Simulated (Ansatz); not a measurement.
## Energy landscape of ZrPbF6

5 relaxations of ZrPbF6 ended in 5 distinct structures. The numbers are results of r2SCAN (plane waves to 500 eV, PAW, scalar-relativistic; Ansatz, an electronic-structure program), not measurements.

| # | space group | Pearson | type | E − E(lowest) (eV/atom) | V (Å³/atom) | gap (eV, no SOC) | runs ending here |
|---|---|---|---|---|---|---|---|
| 1 | Cmme | oS32 | – | 0.000 | 14.11 | 5.63 | 1 |
| 2 | P1 (nearly Cm) | aP8 | – | 0.099 | 15.41 | 5.00 | 1 |
| 3 | P4 | tP8 | – | 0.167 | 22.47 | 3.75 | 1 |
| 4 | F-43m | cF32 | – | 0.256 | 16.57 | 5.79 | 1 |
| 5 | P4 | tP8 | – | 0.686 | 15.65 | 4.19 | 1 |

Cmme, oS32 is the lowest of the structures calculated here.

ZrPbF$_{6}$ is taken in the orthorhombic space group Cmme (No. 67), Pearson symbol oS32. Cell: a = 7.5426 Å, b = 11.2193 Å, c = 5.3340 Å, α = 90.00°, β = 90.00°, γ = 90.00°. Zr on 4a is coordinated by 4 F at 2.038 Å and 4 F at 2.217 Å. Pb on 4g is coordinated by 4 F at 2.454 Å and 2 F at 2.599 Å. F1 on 16o has 1 Zr at 2.038 Å and 1 Pb at 2.454 Å (bent). F2 on 8m has 2 Zr at 2.217 Å and 1 Pb at 2.599 Å (trigonal planar). (Neighbours: up to the widest gap in distance over summed covalent radii, below 1.35, at either atom; cation-cation and far metal-metal contacts left out.)
(The calculation used a cell of 16 atoms; values per cell refer to that cell.)

Probably no minimum, since a slightly shaken restart fell lower: P4, tP8 (by 0.07 eV/atom, to P1). Each run could gain symmetry but not lose that of its start, so entries can be saddle points. From databases, or of a type measured for this composition: Cmme, oS32; the others are generated cells (placed on structure types, drawn at random, substituted or restacked) that were not matched to a known phase here. Energies are at zero temperature and pressure, without zero-point motion. No spin polarisation in the result. Gaps of cells over 8 atoms come from the SCF mesh and high-symmetry points alone.
